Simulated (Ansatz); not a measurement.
The elements of this relaxed trial crystal are hidden behind letters.

```
lattice vectors (Å)
   6.9870    0.0000    0.0000
  -3.4935    6.0509    0.0000
   0.0000    0.0000    3.9304
fractional positions
X 0.0000 0.0000 0.5000
Z 0.3333 0.6667 0.0000
Z 0.6667 0.3333 0.0000
Q 0.5000 0.0000 0.5000
Q 0.0000 0.5000 0.5000
Q 0.5000 0.5000 0.5000
```

Theory: DFT PBE, scalar-relativistic, plane waves, PAW in Ansatz. Settings of the last relaxation (6-atom cell): 420 eV, 6×6×10 k points, Gaussian smearing of 0.10 eV, no spin polarisation.

* Space group: P6/mmm (No. 191)
* Conventional cell: a = 6.987 Å, c = 3.930 Å
* Volume per atom: 27.70 Å³
* Density: 5.27 g/cm³
* Formation energy: +0.11 eV/atom
* Gap on the 6×6×10 mesh of the 6-atom cell: 0 eV (a metal)

Energies are uncorrected and count from the elements' standard states at the same level.

Question: X is a d-block element of period 4, Z is a d-block element of period 5 and Q is a p-block element of period 4. Which elements are they?

Answer: X = Zn, Z = Cd, Q = Se, so the formula is ZnCd2Se3. Density times volume gives a mean mass of 5.27 × 27.70/1.6605 = 87.9 u per atom, and this set has 87.9 u. Zn has 6 Se at 3.49 Å and 2 Zn at 3.93 Å (long against covalent radii, as for large ions); around Cd lie 6 Se at 2.82 Å; Se has 4 Cd at 2.82 Å, 2 Zn at 3.49 Å and 4 Se at 3.49 Å. Other sets within the hints have nearly the same mass, so mass alone doesn't settle it; this one was computed.

The cell is a metal run without spin; a magnetic state may lie lower. A structure relaxed within its symmetry needn't be a true minimum. Another cell of ZnCd2Se3 relaxed alike, in P-3m1, lies 0.56 eV/atom lower, so this cell isn't the stable form at this level.
